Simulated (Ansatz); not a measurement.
# Li (hcp): energy against volume

Theory: DFT, r2SCAN, plane waves (500 eV) with PAW, scalar-relativistic (Ansatz). (PAW data from PBE, frozen cores regenerated.)

The cell is scaled uniformly from the relaxed one, with fractional coordinates and shape fixed. Energies are extrapolated to zero smearing, pressures are those at the given smearing. Magnetic state: spin not included.

A Birch-Murnaghan fit gives V₀ = 21.01 Å³/atom, B₀ = 13.0 GPa, B₀′ = 3.3.

Task: What are the energy above the minimum and the pressure at 18.481 Å³/atom?

Result: 14.8 meV/atom and 2.07 GPa as computed.

Task: What are the energy above the minimum and the pressure at 21.841 Å³/atom?

Result: 1.3 meV/atom and -0.46 GPa as computed.

Task: What are the energy above the minimum and the pressure at 22.681 Å³/atom?

Result: 4.8 meV/atom and -0.87 GPa as computed.
